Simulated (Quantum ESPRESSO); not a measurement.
# Ru2Al2Cu2SnPd: one run as intended and one with a planted mistake

Computed values, not a measurement. The program is pw.x of Quantum ESPRESSO 7.5 (plane-wave density functional theory). The cell is made up: eight metal atoms on a hexagonal close-packed lattice, with elements, volume, strain and displacements drawn at random and not relaxed, so it may be unstable or far from any real phase. PseudoDojo standard norm-conserving files set the functional (PBE unless stated); there is no spin polarisation or spin-orbit coupling, the Fermi-Dirac width of 0.25 eV means electrons at about 2900 K, and the masses in the input are unused placeholders. The copper pseudopotential is less sure than most, with forces differing by about three percent and pressure by about two GPa from a second method on plain copper. The tin pseudopotential is less sure than most, with forces differing by about three percent from a second method on plain tin. A spin test at this wide smearing found no moment, but such smearing suppresses magnetism that the real alloy may have.

Intended input:

```
&control calculation='scf', pseudo_dir='./dojo.nc.sr.pbe.v0_5.standard.upf', outdir='./o', disk_io='minimal', tprnfor=.true., tstress=.true. /
&system ibrav=0, nat=8, ntyp=5, nbnd=66, ecutwfc=92.02030273, nosym=.true., tot_charge=0,
 occupations='smearing', smearing='fd', degauss=0.0183746611
/
&electrons conv_thr=1.470e-08, electron_maxstep=70, mixing_beta=0.5 /
ATOMIC_SPECIES
Al 1.0 Al.upf
Cu 1.0 Cu.upf
Pd 1.0 Pd.upf
Ru 1.0 Ru.upf
Sn 1.0 Sn.upf
CELL_PARAMETERS angstrom
4.1409 -2.3965 0.0055
-2.7805 -0.0245 -4.4661
2.7831 4.832 0.0252
ATOMIC_POSITIONS angstrom
Ru -0.0809 0.0193 -0.0066
Al 1.3368 2.5302 0.0889
Cu 0.1297 1.5753 -2.1913
Sn 1.2901 4.0745 -2.1825
Ru 2.7116 0.0578 -0.1421
Cu 4.2469 2.4976 0.0706
Pd 1.3794 -0.8943 -2.1954
Al 2.6088 1.5559 -2.1853
K_POINTS automatic
6 5 5 1 1 1
```

The log is shortened where brackets say so; the opening notice, blank lines, dates and the lines on written files are dropped, and the path of the files is cut. It prints rydbergs, bohrs and kilobars, and counts compression as positive stress. Its total energy is the free energy E - TS of the whole cell.

Log of the intended run:

```
     Program PWSCF v.7.5
     Parallel version (MPI & OpenMP), running on       4 processor cores
     Number of MPI processes:                 4
     Threads/MPI process:                     1
     [start-up lines left out]
     bravais-lattice index     =            0
     lattice parameter (alat)  =       9.0412  a.u.
     unit-cell volume          =     802.4106 (a.u.)^3
     number of atoms/cell      =            8
     number of atomic types    =            5
     number of electrons       =       108.00
     number of Kohn-Sham states=           66
     kinetic-energy cutoff     =      92.0203  Ry
     charge density cutoff     =     368.0812  Ry
     scf convergence threshold =      1.5E-08
     mixing beta               =       0.5000
     number of iterations used =            8  plain     mixing
     Exchange-correlation= PBE
                           (   1   4   3   4   0   0   0)
     [axes and pseudopotential details left out]
   Cartesian axes
     site n.     atom                  positions (alat units)
         1        Ru     tau(   1) = (  -0.0169092   0.0040340  -0.0013795  )
         2        Al     tau(   2) = (   0.2794092   0.5288459   0.0185813  )
         3        Cu     tau(   3) = (   0.0271090   0.3292589  -0.4580112  )
         4        Sn     tau(   4) = (   0.2696483   0.8516254  -0.4561719  )
         5        Ru     tau(   5) = (   0.5667610   0.0120810  -0.0297008  )
         6        Cu     tau(   6) = (   0.8876594   0.5220321   0.0147564  )
         7        Pd     tau(   7) = (   0.2883132  -0.1869208  -0.4588682  )
         8        Al     tau(   8) = (   0.5452744   0.3252041  -0.4567572  )
     number of k points=    75  Fermi-Dirac smearing, width (Ry)=  0.0184
                       cart. coord. in units 2pi/alat
        k(    1) = (   0.1157743   0.0332672  -0.1793877), wk =   0.0266667
        k(    2) = (   0.2019068   0.1819701  -0.2338278), wk =   0.0266667
     [further k points left out]
     Dense  grid:    95717 G-vectors     FFT dimensions: (  60,  64,  72)
     Estimated max dynamical RAM per process >     394.49 MB
     Estimated total dynamical RAM >       1.47 GB
     Initial potential from superposition of free atoms
     starting charge     107.9912, renormalised to     108.0000
     Starting wfcs are   66 randomized atomic wfcs
     total cpu time spent up to now is        6.7 secs
     per-process dynamical memory:   323.9 Mb
     Self-consistent Calculation
     iteration #  1     ecut=    92.02 Ry     beta= 0.50
     Davidson diagonalization with overlap
     ethr =  1.00E-02,  avg # of iterations =  5.7
     total cpu time spent up to now is       27.3 secs
     total energy              =   -1597.61093354 Ry
     estimated scf accuracy    <       5.32816850 Ry
     iteration #  2     ecut=    92.02 Ry     beta= 0.50
     Davidson diagonalization with overlap
     ethr =  4.93E-03,  avg # of iterations =  3.0
     total cpu time spent up to now is       44.8 secs
     total energy              =   -1599.14831969 Ry
     estimated scf accuracy    <      16.23708266 Ry
     [iterations 3 to 15 left out]
     iteration # 16     ecut=    92.02 Ry     beta= 0.50
     Davidson diagonalization with overlap
     ethr =  1.56E-11,  avg # of iterations =  2.0
     total cpu time spent up to now is      249.8 secs
     total energy              =   -1600.68726878 Ry
     estimated scf accuracy    <       0.00000008 Ry
     iteration # 17     ecut=    92.02 Ry     beta= 0.50
     Davidson diagonalization with overlap
     ethr =  1.56E-11,  avg # of iterations =  2.0
     total cpu time spent up to now is      263.7 secs
     End of self-consistent calculation
     [lines on levels left out]
!    total energy              =   -1600.68726879 Ry
     estimated scf accuracy    <          1.1E-09 Ry
     smearing contrib. (-TS)   =      -0.08346547 Ry
     internal energy E=F+TS    =   -1600.60380332 Ry
     The total energy is F=E-TS. E is the sum of the following terms:
     one-electron contribution =    -852.65122146 Ry
     hartree contribution      =     489.90499850 Ry
     xc contribution           =    -252.58232559 Ry
     ewald contribution        =    -985.27525477 Ry
     convergence has been achieved in  17 iterations
     Forces acting on atoms (cartesian axes, Ry/au):
     atom    1 type  4   force =     0.00714589   -0.01336561    0.01095490
     atom    2 type  1   force =    -0.00036315   -0.05080617    0.00981883
     atom    3 type  2   force =    -0.01777072    0.00602942   -0.01013565
     atom    4 type  5   force =     0.04353488    0.00629465   -0.03785779
     atom    5 type  4   force =     0.02084090    0.02352007    0.04105008
     atom    6 type  2   force =    -0.04293474   -0.00956932    0.01437548
     atom    7 type  3   force =    -0.02428626    0.04032680   -0.03159712
     atom    8 type  1   force =     0.01383319   -0.00242985    0.00339128
     Total force =     0.122833     Total SCF correction =     0.000047
     Computing stress (Cartesian axis) and pressure
          total   stress  (Ry/bohr**3)                   (kbar)     P=       11.10
  -0.00004112  -0.00018244   0.00008207           -6.05      -26.84       12.07
  -0.00018244  -0.00009737   0.00026936          -26.84      -14.32       39.62
   0.00008207   0.00026936   0.00036492           12.07       39.62       53.68
     init_run     :      6.32s CPU      6.62s WALL (       1 calls)
     electrons    :    255.67s CPU    257.01s WALL (       1 calls)
     forces       :      2.08s CPU      2.09s WALL (       1 calls)
     stress       :      7.32s CPU      7.33s WALL (       1 calls)
     [timing details left out]
     PWSCF        :   4m31.54s CPU   4m33.21s WALL
     JOB DONE.
```

A second run has one planted mistake: two atoms have their elements exchanged. The input lines that differ:

```
- Cu 4.2469 2.4976 0.0706
+ Al 4.2469 2.4976 0.0706
- Al 2.6088 1.5559 -2.1853
+ Cu 2.6088 1.5559 -2.1853
```

Its log:

```
     Program PWSCF v.7.5
     Parallel version (MPI & OpenMP), running on       4 processor cores
     Number of MPI processes:                 4
     Threads/MPI process:                     1
     [start-up lines left out]
     bravais-lattice index     =            0
     lattice parameter (alat)  =       9.0412  a.u.
     unit-cell volume          =     802.4106 (a.u.)^3
     number of atoms/cell      =            8
     number of atomic types    =            5
     number of electrons       =       108.00
     number of Kohn-Sham states=           66
     kinetic-energy cutoff     =      92.0203  Ry
     charge density cutoff     =     368.0812  Ry
     scf convergence threshold =      1.5E-08
     mixing beta               =       0.5000
     number of iterations used =            8  plain     mixing
     Exchange-correlation= PBE
                           (   1   4   3   4   0   0   0)
     [axes and pseudopotential details left out]
   Cartesian axes
     site n.     atom                  positions (alat units)
         1        Ru     tau(   1) = (  -0.0169092   0.0040340  -0.0013795  )
         2        Al     tau(   2) = (   0.2794092   0.5288459   0.0185813  )
         3        Cu     tau(   3) = (   0.0271090   0.3292589  -0.4580112  )
         4        Sn     tau(   4) = (   0.2696483   0.8516254  -0.4561719  )
         5        Ru     tau(   5) = (   0.5667610   0.0120810  -0.0297008  )
         6        Al     tau(   6) = (   0.8876594   0.5220321   0.0147564  )
         7        Pd     tau(   7) = (   0.2883132  -0.1869208  -0.4588682  )
         8        Cu     tau(   8) = (   0.5452744   0.3252041  -0.4567572  )
     number of k points=    75  Fermi-Dirac smearing, width (Ry)=  0.0184
                       cart. coord. in units 2pi/alat
        k(    1) = (   0.1157743   0.0332672  -0.1793877), wk =   0.0266667
        k(    2) = (   0.2019068   0.1819701  -0.2338278), wk =   0.0266667
     [further k points left out]
     Dense  grid:    95717 G-vectors     FFT dimensions: (  60,  64,  72)
     Estimated max dynamical RAM per process >     394.49 MB
     Estimated total dynamical RAM >       1.47 GB
     Initial potential from superposition of free atoms
     starting charge     107.9912, renormalised to     108.0000
     Starting wfcs are   66 randomized atomic wfcs
     total cpu time spent up to now is        7.0 secs
     per-process dynamical memory:   333.0 Mb
     Self-consistent Calculation
     iteration #  1     ecut=    92.02 Ry     beta= 0.50
     Davidson diagonalization with overlap
     ethr =  1.00E-02,  avg # of iterations =  5.7
     total cpu time spent up to now is       27.3 secs
     total energy              =   -1597.23526127 Ry
     estimated scf accuracy    <       5.86957021 Ry
     iteration #  2     ecut=    92.02 Ry     beta= 0.50
     Davidson diagonalization with overlap
     ethr =  5.43E-03,  avg # of iterations =  3.0
     total cpu time spent up to now is       44.7 secs
     total energy              =   -1598.81110125 Ry
     estimated scf accuracy    <      20.27322394 Ry
     [iterations 3 to 15 left out]
     iteration # 16     ecut=    92.02 Ry     beta= 0.50
     Davidson diagonalization with overlap
     ethr =  4.56E-11,  avg # of iterations =  2.0
     total cpu time spent up to now is      254.2 secs
     total energy              =   -1600.68638054 Ry
     estimated scf accuracy    <       0.00000006 Ry
     iteration # 17     ecut=    92.02 Ry     beta= 0.50
     Davidson diagonalization with overlap
     ethr =  4.56E-11,  avg # of iterations =  1.0
     total cpu time spent up to now is      266.9 secs
     End of self-consistent calculation
     [lines on levels left out]
!    total energy              =   -1600.68638055 Ry
     estimated scf accuracy    <          6.2E-10 Ry
     smearing contrib. (-TS)   =      -0.08518185 Ry
     internal energy E=F+TS    =   -1600.60119870 Ry
     The total energy is F=E-TS. E is the sum of the following terms:
     one-electron contribution =    -854.89337240 Ry
     hartree contribution      =     491.12071572 Ry
     xc contribution           =    -252.60225983 Ry
     ewald contribution        =    -984.22628219 Ry
     convergence has been achieved in  17 iterations
     Forces acting on atoms (cartesian axes, Ry/au):
     atom    1 type  4   force =    -0.00590087   -0.01874365   -0.00702011
     atom    2 type  1   force =     0.00307245   -0.05714331    0.02279588
     atom    3 type  2   force =    -0.01543778    0.00478490   -0.00884490
     atom    4 type  5   force =     0.03925527   -0.00468389   -0.04619473
     atom    5 type  4   force =     0.03595389    0.03231672    0.06009199
     atom    6 type  1   force =    -0.04694054    0.00336981    0.01279603
     atom    7 type  3   force =    -0.02352772    0.03217500   -0.02312408
     atom    8 type  2   force =     0.01352530    0.00792441   -0.01050010
     Total force =     0.138102     Total SCF correction =     0.000049
     Computing stress (Cartesian axis) and pressure
          total   stress  (Ry/bohr**3)                   (kbar)     P=       12.09
  -0.00025085  -0.00020810  -0.00004816          -36.90      -30.61       -7.08
  -0.00020810  -0.00008288   0.00016000          -30.61      -12.19       23.54
  -0.00004816   0.00016000   0.00058035           -7.08       23.54       85.37
     init_run     :      6.58s CPU      6.85s WALL (       1 calls)
     electrons    :    253.44s CPU    259.94s WALL (       1 calls)
     forces       :      2.17s CPU      2.19s WALL (       1 calls)
     stress       :      7.11s CPU      7.12s WALL (       1 calls)
     [timing details left out]
     PWSCF        :   4m29.41s CPU   4m36.30s WALL
     JOB DONE.
```

|  | intended run | run with the mistake |
| --- | --- | --- |
| free energy (eV) | -21778.460 | -21778.448 |
| entropy term -TS, part of it (eV) | -1.136 | -1.159 |
| pressure (GPa) | 1.11 | 1.21 |
| size of the largest force component (eV/Å) | 1.306 | 1.545 |
| largest change of a force component (eV/Å) |  | 0.490 |
| iterations | 17 | 17 |

For scale, a rerun of the intended cell at a higher cutoff and on a denser mesh moved values by no more than 0.004 eV in energy, 0.02 GPa in stress and 0.003 eV/Å in force, and a second program with other atomic files agreed on that cell to 2 % rms in force and 0.5 GPa in pressure.